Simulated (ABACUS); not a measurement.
Worked example: self-consistent single point of Ti (P6/mmm, 3 atoms in the cell; from Materials Project mp-72, changed as shown) in ABACUS.

Level of theory: PBEsol, PseudoDojo 0.4 standard norm-conserving PBEsol (tails mended) pseudopotentials (plane waves; ABACUS).

The change in words: volume scaled by 0.98. Reference geometry (P6/mmm):
```
CELL_PARAMETERS angstrom
      4.65552     0.00000     0.00000
     -2.32776     4.03180     0.00000
      0.00000     0.00000     2.88079
ATOMIC_POSITIONS crystal
  Ti 0.00000 0.00000 0.00000
  Ti 0.33333 0.66667 0.50000
  Ti 0.66667 0.33333 0.50000
```

Reference input (self-consistent single point, DFT, PBEsol, plane waves, PseudoDojo 0.4 standard norm-conserving PBEsol (tails mended) pseudopotentials): KPT = Gamma 8 8 11 0 0 0; basis_type = pw; dft_functional = PBESOL; ecutwfc = 84 Ry; smearing_method = fd; smearing_sigma = 0.00734986 Ry; potentials = PseudoDojo 0.4 standard norm-conserving PBEsol (tails mended); symmetry = 1; symmetry_prec = 1e-05; ks_solver = dav_subspace; scf_nmax = 100; scf_thr = 1.0e-09 Ry. This run's input differs from it in these lines:

```diff
@@ -28,5 +28,5 @@
 LATTICE_VECTORS
-   4.6555200000    0.0000000000    0.0000000000
-  -2.3277600000    4.0317980000    0.0000000000
-   0.0000000000    0.0000000000    2.8807860000
+   4.6242720000    0.0000000000    0.0000000000
+  -2.3121360000    4.0047370000    0.0000000000
+   0.0000000000    0.0000000000    2.8614500000
 
@@ -39,4 +39,4 @@
    0.0000000000    0.0000000000    0.0000000000
-  -0.0000043988    5.0793318795    2.7219482818
-   4.3988332827    2.5396621303    2.7219482818
+  -0.0000043693    5.0452399434    2.7036784097
+   4.3693081722    2.5226161878    2.7036784097
 # file: KPT
```

Output (repeated stretches shortened):

```
 SELF-CONSISTENT
 -------------------------------------------
                                 init_chg = atomic

 PW ALGORITHM --------------- ION=   1  ELEC=   1--------------------------------

 Notice: Threshold on eigenvalues was too large.

 Density error is 0.158837099074
                          Error Threshold = 0.000433612797581
 E_KohnSham     -355.7463843959      -4840.1778706829
 E_Fermi        0.9841321157         13.3898043580

 PW ALGORITHM --------------- ION=   1  ELEC=   2--------------------------------

 Density error is 1.71687777839
                          Error Threshold = 0.000441214164094
   [... lines left out ...]

 Density error is 1.25177440469e-09
                          Error Threshold = 1.86403839041e-10
 E_KohnSham     -355.8053284177      -4840.9798452421
 E_Fermi        0.9470937596         12.8858716706

 PW ALGORITHM --------------- ION=   1  ELEC=  11--------------------------------

 Density error is 2.40140783605e-11
                          Error Threshold = 3.47715112414e-12
 E_KohnSham     -355.8053284180      -4840.9798452455
 E_KS(sigma->0) -355.8013490594      -4840.9257032949
 E_entropy(-TS) -0.0079587171        -0.1082839011
 E_Fermi        0.9470937800         12.8858719479
 charge density convergence is achieved
 final etot is -4840.9798452 eV
 EFERMI = 12.885871948 eV

 STATE ENERGY(eV) AND OCCUPATIONS    NSPIN == 1
   [... 25 lines left out ...]

 TOTAL-FORCE (eV/Angstrom)
                       Ti1         0.0000000000         0.0000000000         0.0000000000
                       Ti2         0.0000000000         0.0000000000         0.0000000000
                       Ti3         0.0000000000         0.0000000000         0.0000000000

 TOTAL-STRESS (KBAR)
       -72.2648574412        -0.0000000000         0.0000000000
         0.0000000000       -72.2648583799         0.0000000000
        -0.0000000000         0.0000000000       -73.1149320283
 TOTAL-PRESSURE: -72.548216 KBAR

 --------------------------------------------
 !FINAL_ETOT_IS -4840.9798452454706421 eV
 --------------------------------------------
```

The run converged in 11 iterations. Against the reference run the free energy drops by 18.3 meV/atom and the pressure goes from -9.04 to -7.25 GPa.

The structure comes from a collection of computed structures, made at another level of theory; the collection holds predicted forms beside known ones. Its lattice was then scaled.

Cost on one core: around 4 core-minutes (rough).

“Tails mended”: in these copies of the files the far tail of each local potential was reset to the Coulomb form.
